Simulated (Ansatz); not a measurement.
## Formation energy of NiAs-type BiMo

Level of theory: DFT, PBE, scalar-relativistic, no spin polarisation; plane waves to 420 eV with PAW datasets (Ansatz 0.2.0), 10×10×6 k-mesh, Gaussian smearing of 0.05 eV. The datasets are Ansatz's generated set soft_2.

This is a trial structure made by placing the elements on a prototype's sites, so it needn't be the stable form.

It takes space group P6_3/mmc (No. 194, hexagonal). Conventional cell: a = 4.601 Å, b = 4.601 Å, c = 5.140 Å, α = 90.00°, β = 90.00°, γ = 120.00°. Mo (site symmetry -3m) is surrounded by 2 Mo at 2.57 Å and 6 Bi at 2.95 Å. Bi (site symmetry -6m2) has 6 Mo at 2.95 Å as nearest neighbours. (Neighbours are counted to 15 % beyond the shortest distance.)

The elements were computed in their standard states with the same datasets, cutoff and functional. Total energies depend on the potentials used, so only differences within one code and one set of settings carry meaning.

Energy of the relaxed cell (4 atoms, smearing extrapolated to zero): -34702.584 eV. Elements, in eV/atom: Mo -4956.020, Bi -12396.551.

Problem. What is the formation energy?

Solution. [-34702.584 − (2 × -4956.020 + 2 × -12396.551)] / 4 = 0.64 eV/atom, or 62 kJ per mole of atoms.

The value is for 0 K, without zero-point energy. A positive value means that this structure is unstable even against the elements at this level.

Scalar-relativistic only: spin–orbit splittings of the heavy atoms' levels are missing.
